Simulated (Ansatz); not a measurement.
Here is an unrelaxed guess for Ir₂Ru₃.

```cif
data_structure
_symmetry_space_group_name_H-M 'P 1'
_symmetry_Int_Tables_number 1
_cell_length_a 2.7102
_cell_length_b 2.7102
_cell_length_c 21.5511
_cell_angle_alpha 90.000
_cell_angle_beta 90.000
_cell_angle_gamma 120.000
_cell_volume 137.09
loop_
_atom_site_label
_atom_site_type_symbol
_atom_site_fract_x
_atom_site_fract_y
_atom_site_fract_z
_atom_site_occupancy
Ru1 Ru 0.33333 0.66667 0.95000 1
Ru2 Ru 0.33333 0.66667 0.55000 1
Ru3 Ru 0.33333 0.66667 0.75000 1
Ru4 Ru 0.66667 0.33333 0.05000 1
Ru5 Ru 0.66667 0.33333 0.25000 1
Ru6 Ru 0.66667 0.33333 0.45000 1
Ir1 Ir 0.33333 0.66667 0.15000 1
Ir2 Ir 0.33333 0.66667 0.35000 1
Ir3 Ir 0.66667 0.33333 0.65000 1
Ir4 Ir 0.66667 0.33333 0.85000 1
```

Computed with DFT PBE, scalar-relativistic, plane waves, PAW (Ansatz 0.2.0). Settings: cutoff 420 eV, Γ-centred mesh 6×6×1 on the computed 10-atom cell, Gaussian smearing of 0.10 eV; no spin polarisation.

Formation energies are uncorrected and refer to the elements' standard structures at the same level.

**Question.** What does a single point on this coarse mesh give?

**Answer.** The pressure is 10.2 GPa (the mean over three directions, positive in compression), the largest force is 0.85 eV/Å, and the energy is +0.04 eV/atom against the elements. The shortest distance is 2.66 Å.

**Question.** How much does it gain on relaxing, and where does it end?

**Answer.** Relaxing gains under 0.1 eV/atom (the start's value is from the coarse mesh, so the gain is rough) in 13 ionic steps and ends at −0.03 eV/atom on the finer mesh. The symmetry stays P6_3/mmc (No. 194). The volume per atom grows by 2.5 %, from 13.7 to 14.1 Å³. The shortest distance goes from 2.66 Å (Ir–Ru and Ru–Ru) to 2.62 Å (Ru–Ru). Conventional cell: a = 2.736 Å, c = 21.692 Å. Ru on a site of symmetry 3m has 9 Ru at 2.62–2.74 Å and 3 Ir at 2.71 Å; Ru on a site of symmetry -6m2 has 6 Ir at 2.69 Å and 6 Ru at 2.74 Å; Ir has 6 Ru at 2.69–2.71 Å and 6 Ir at 2.74 Å.

The last run used an 18×18×2 mesh (in the run's order of axes) for its 10-atom cell and Gaussian smearing of 0.10 eV. For metals, differences of a few meV/atom aren't resolved. Spin–orbit coupling, which can matter for Ir, is left out. The relaxation can't lower the symmetry of the start. A structure relaxed within its symmetry needn't be a true minimum.
